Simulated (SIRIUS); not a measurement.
Set-up for a self-consistent single point of ZnS (F-43m, 2 atoms in the cell; from Materials Project mp-10695, changed as shown).

```
ZnS
1.0
    0.00000     2.65728     2.65728
    2.65728     0.00000     2.65728
    2.65728     2.65728     0.00000
Zn S
1 1
Direct
  0.00000   0.00000   0.00000
  0.25000   0.25000   0.25000
```

Computed with PBE, GBRV PBE ultrasoft pseudopotentials (plane waves; SIRIUS 7.12.0).

SIRIUS settings:

| key | value |
|---|---|
| parameters.ngridk | 6 6 6 |
| parameters.xc_functionals | [XC_GGA_X_PBE, XC_GGA_C_PBE] |
| parameters.gk_cutoff | 6.325 1/bohr |
| parameters.pw_cutoff | 14.143 1/bohr |
| parameters.smearing | gaussian |
| parameters.smearing_width | 0.0001 Ha |
| potentials | GBRV PBE ultrasoft pseudopotentials |
| parameters.electronic_structure_method | pseudopotential |
| parameters.num_bands | 17 |
| parameters.num_mag_dims | 0 |
| parameters.num_dft_iter | 100 |
| parameters.energy_tol | 1e-07 Ha |
| parameters.density_tol | 1e-06 |
| mixer.type | anderson |
| mixer.beta | 0.7 |
| mixer.use_hartree | false |

Results:

```
Quantity                                                 Result
------------------------------------------------  -------------
Number of valence electrons                                  26
Number of bands                                              17
Number of k-points after the program's reduction             16
Number of plane waves (most at a k-point)                  1106
Number of SCF iterations                                     19
FFT grid                                           36 × 36 × 36
Free energy E − TS                                -6609.1689 eV
Gap on the k-point mesh                                 2.32 eV
Pressure                                               6.02 GPa
```

Stress (GPa, positive for compression):
```
6.02  0.00  0.00
0.00  6.02  0.00
0.00  0.00  6.02
```

The gap is read on the k-point mesh of the run and can differ from the gap over the whole zone at this level.

For comparison: a first run was changed to give this one (volume scaled by 0.96), and from it to this one the free energy rises by 20.4 meV/atom, the pressure goes from 2.46 to 6.02 GPa and the gap on the mesh goes from 2.143 to 2.322 eV.

The structure comes from a collection of computed structures, made at another level of theory; the collection holds predicted forms beside known ones.

Cost on one core: about 18 core-seconds (a rough figure).
